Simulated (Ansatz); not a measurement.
Sn$_{2}$Ir:
```cif
data_Ir4Sn8
_chemical_formula_sum 'Ir4 Sn8'
_space_group_name_H-M_alt 'Fm-3m'
_space_group_IT_number 225
_space_group_name_Hall '-F 4 2 3'
_cell_length_a 6.36562
_cell_length_b 6.36562
_cell_length_c 6.36562
_cell_angle_alpha 90.000
_cell_angle_beta 90.000
_cell_angle_gamma 90.000
loop_
_atom_site_label
_atom_site_type_symbol
_atom_site_symmetry_multiplicity
_atom_site_Wyckoff_symbol
_atom_site_fract_x
_atom_site_fract_y
_atom_site_fract_z
_atom_site_occupancy
Ir1 Ir 4 a 0.00000 0.00000 0.00000 1
Sn1 Sn 8 c 0.25000 0.25000 0.25000 1
```
(The calculation used a cell of 3 atoms; values per cell refer to that cell.)

Relaxed with r²SCAN.

### Question
Tabulate the valence density and the electron localisation function along the shortest Ir–Sn contact (2.76 Å), r²SCAN in the plane-wave PAW code Ansatz.

### Answer


```csv
distance from Ir (Å),density (e/Å³),ELF
0.28,8.75,0.53
0.41,7.61,0.64
0.55,5.57,0.65
0.69,3.38,0.57
0.83,1.76,0.43
0.96,0.93,0.32
1.10,0.59,0.30
1.24,0.45,0.36
1.38,0.39,0.43
1.52,0.39,0.41
1.65,0.45,0.33
1.79,0.62,0.28
1.93,1.08,0.26
2.07,2.12,0.19
2.21,4.17,0.09
2.34,7.47,0.02
2.48,11.61,0.00
```

The density is the valence pseudo-density with augmentation charge, so density and ELF within about 1 Å of a nucleus are not all-electron values.

The workflow started from an entry of the Crystallography Open Database (COD). Its standing as an ambient phase is unchecked. Symmetry was held in the r²SCAN relaxation; whether a distortion lowers the energy is not shown. No spin polarisation was allowed. Spin–orbit coupling is left out wherever it is not named.

Potentials: the later of the program's two PAW sets.
